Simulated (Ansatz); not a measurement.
## Calculated electric field gradients for Na₂TiAlP₃O₁₂

The cell is a computed structure from the Materials Project (it need not be an observed phase), taken as it stands.

Space group Cc (No. 9); a = 14.9477, b = 8.5580, c = 8.8467 Å, β = 124.11°.

```
site  Wyckoff  site symmetry       x       y       z
 Na1       4a              1  0.5002  0.1142  0.7490
 Na3       4a              1  0.7490  0.7496  0.4967
  Ti       4a              1  0.3944  0.2543  0.9420
  Al       4a              1  0.6049  0.7472  0.0569
  P9       4a              1  0.6445  0.8953  0.7513
 P10       4a              1  0.5041  0.4627  0.7544
 P11       4a              1  0.3543  0.8883  0.7543
 O15       4a              1  0.6383  0.8698  0.9171
 O16       4a              1  0.0733  0.0656  0.9209
 O17       4a              1  0.4560  0.8200  0.9253
 O21       4a              1  0.3612  0.1321  0.0849
 O22       4a              1  0.9284  0.9357  0.0816
 O23       4a              1  0.5451  0.1794  0.0766
 O27       4a              1  0.2520  0.1824  0.2248
 O28       4a              1  0.5757  0.6463  0.2260
 O29       4a              1  0.6444  0.9259  0.2252
 O33       4a              1  0.7450  0.8203  0.7718
 O34       4a              1  0.4252  0.3556  0.7704
 O35       4a              1  0.3542  0.0701  0.7710
```

One atom of each set is listed; the run and its k-mesh use a cell of 38 atoms with edges of 8.61, 8.61, 8.85 Å.

All values are calculated (Ansatz; DFT, r2SCAN, plane waves and PAW, scalar-relativistic, 500 eV cutoff, Γ-centred 3×3×3 k-points, Fermi–Dirac smearing 0.02 eV), not measured.

C_Q = eQV_zz/h, which is 24.18 MHz for Q = 1 b and V_zz = 10²¹ V/m²; η = (V_xx − V_yy)/V_zz. ν_Q = 3|C_Q|/[2I(2I − 1)].

23Na: I = 3/2, Q = 104.0 mb; ⁴⁹Ti: I = 7/2, Q = 247.0 mb; ²⁷Al: I = 5/2, Q = 146.6 mb; ¹⁷O: I = 5/2, Q = -25.58 mb. Quadrupole moments are those of Pyykkö's year-2017 table.

(1) What field gradients does the calculation give at each kind of site?

Answers

(1) 

| site | atoms | first shell | C_Q (MHz) | η | ν_Q (MHz) |
| --- | --- | --- | --- | --- | --- |
| Na1 | 2 | 8 O at 2.31–2.74 Å | -4.21 | 0.58 | 2.10 |
| Na3 | 2 | 6 O at 2.50–2.54 Å | -3.10 | 0.35 | 1.55 |
| Ti | 2 | 6 O at 1.87–2.03 Å | -5.46 | 0.58 | 0.390 |
| Al | 2 | 6 O at 1.86–1.98 Å | -1.22 | 0.33 | 0.183 |
| O15 | 2 | 1 P at 1.54 Å, 1 Al at 1.89 Å, angle 152°; also 1 Na at 2.72 Å | -6.69 | 0.05 | 1.00 |
| O16 | 2 | 1 P at 1.52 Å, 1 Al at 1.86 Å, angle 154° | -6.80 | 0.08 | 1.02 |
| O17 | 2 | 1 P at 1.54 Å, 1 Al at 1.95 Å, angle 151°; also 2 Na at 2.61–3.22 Å | -6.68 | 0.24 | 1.00 |
| O21 | 2 | 1 P at 1.57 Å, 1 Ti at 1.91 Å, angle 151°; also 1 Na at 2.74 Å | -5.90 | 0.08 | 0.884 |
| O22 | 2 | 1 P at 1.56 Å, 1 Ti at 1.87 Å, angle 153° | -5.79 | 0.01 | 0.868 |
| O23 | 2 | 1 P at 1.56 Å, 1 Ti at 1.97 Å, angle 150°; also 2 Na at 2.64–3.20 Å | -6.08 | 0.14 | 0.911 |
| O27 | 2 | 1 P at 1.52 Å, 1 Al at 1.92 Å, angle 148°; also 1 Na at 2.50 Å | -6.71 | 0.31 | 1.01 |
| O28 | 2 | 1 P at 1.54 Å, 1 Al at 1.98 Å, angle 149°; also 2 Na at 2.40–2.50 Å | -6.67 | 0.29 | 1.00 |
| O29 | 2 | 1 P at 1.55 Å, 1 Al at 1.98 Å, angle 148°; also 2 Na at 2.31–2.51 Å | -6.66 | 0.15 | 0.998 |
| O33 | 2 | 1 P at 1.55 Å, 1 Ti at 1.95 Å, angle 146°; also 1 Na at 2.54 Å | -6.10 | 0.26 | 0.914 |
| O34 | 2 | 1 P at 1.56 Å, 1 Ti at 2.01 Å, angle 146°; also 2 Na at 2.41–2.54 Å | -6.14 | 0.21 | 0.920 |
| O35 | 2 | 1 P at 1.56 Å, 1 Ti at 2.03 Å; also 2 Na at 2.33–2.54 Å | -6.12 | 0.18 | 0.918 |

At O15, O16, O17, O21, O22 and O23 and others V_zz points along the shorter of its two bonds, to P (within 7°) in each case.

P has no stable isotope with a ground-state quadrupole moment in the table, so these sites are left out.

At this cell the r2SCAN pressure is -5 GPa, so with r2SCAN the cell would shrink if it were relaxed. The entry's cell may itself be off. The largest force is 0.5 eV/Å, so the atoms aren't at the calculated equilibrium and relaxing them would move these values. With these PAW files V_zz is typically within 2 to 3 % of all-electron values, but misses above 10 % occur on Al.

Hardware: 1 thread of Arm Neoverse V1 (aarch64; 8 cores open to the job, memory cap 2.5 GiB, no GPU), a shared host with a load of 1.2 a core. Wall time 5.9 min, CPU time 5.9 min, peak memory 2 GiB.
